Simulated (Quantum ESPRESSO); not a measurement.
# Si6GaP: a curve over strain

Simulated, not a measurement. The program is pw.x of Quantum ESPRESSO 7.5 (plane-wave density functional theory). The cell is made up: 8 atoms on a zincblende/diamond lattice, with randomly drawn elements, strain and displacements, not relaxed. PseudoDojo standard norm-conserving files (v0.5 for PBE, v0.4.1 for LDA and PBEsol) set the functional; there is no spin polarisation, spin-orbit coupling or dispersion term, and the masses in the input are unused placeholders.

Seven runs add a strain to one cell (the same linear strain along x, y and z); the atoms follow the cell and are not relaxed. Stress in the table is positive in tension.

Input of the run at +0.0015:

```
&control calculation='scf', pseudo_dir='./dojo.nc.sr.pbe.v0_5.standard.upf', outdir='./o', disk_io='medium', tprnfor=.true., tstress=.true. /
&system ibrav=0, nat=8, ntyp=3, nbnd=31, ecutwfc=79.96652505, nosym=.true., tot_charge=0,
 occupations='smearing', smearing='fd', degauss=0.0073498644
/
&electrons conv_thr=7.350e-09, electron_maxstep=60, /
ATOMIC_SPECIES
Ga 1.0 Ga.upf
P 1.0 P.upf
Si 1.0 Si.upf
CELL_PARAMETERS angstrom
5.294 -0.0105 -0.0315
-0.0105 5.4317 -0.0027
-0.0315 -0.0027 5.4283
ATOMIC_POSITIONS angstrom
Si -0.176 -0.0752 -0.0906
Ga 0.01 2.7864 2.7085
Si 2.723 -0.0684 2.7788
Si 2.6744 2.7902 -0.0506
P 1.4464 1.3532 1.301
Si 1.2291 4.0484 4.014
Si 3.9348 1.4538 4.0803
Si 4.0666 3.9736 1.4986
K_POINTS automatic
6 6 6 1 1 1
```

```
added strain  free energy less that of the input shown (eV)  stress xx (GPa)  stress yy (GPa)  stress zz (GPa)  stress xy (GPa)  pressure (GPa)  iterations
     -0.0217                                         0.6838           -16.21           -14.06           -14.15             2.84           14.81          10
     -0.0177                                         0.5276           -14.59           -12.40           -12.50             2.70           13.17          10
     -0.0105                                         0.2883           -11.86            -9.62            -9.74             2.44           10.41          10
     -0.0044                                         0.1250            -9.73            -7.45            -7.59             2.24            8.26          10
     +0.0015                                         0.0000            -7.82            -5.51            -5.66             2.05            6.33          10
     +0.0213                                        -0.2038            -2.37             0.00            -0.18             1.52            0.85          10
```

Question: one run is left out of the table, at -0.0144. Estimate its stress xx (GPa).

Answer: -13.31. The whole row:

```
added strain  free energy less that of the input shown (eV)  stress xx (GPa)  stress yy (GPa)  stress zz (GPa)  stress xy (GPa)  pressure (GPa)  iterations
     -0.0144                                         0.4109           -13.31           -11.10           -11.21             2.58           11.87          10
```

A cubic fit gives a slope of stress xx against the added strain of 318 GPa at zero added strain, with the atoms clamped. Across the table the free energy follows the integral of the stress to within 0.6 meV. A rerun of one of the cells at 1377 eV and a 8 x 8 x 8 mesh moved values by no more than 0.002 eV in energy, 0.03 GPa in stress and 0.007 eV/Å in force.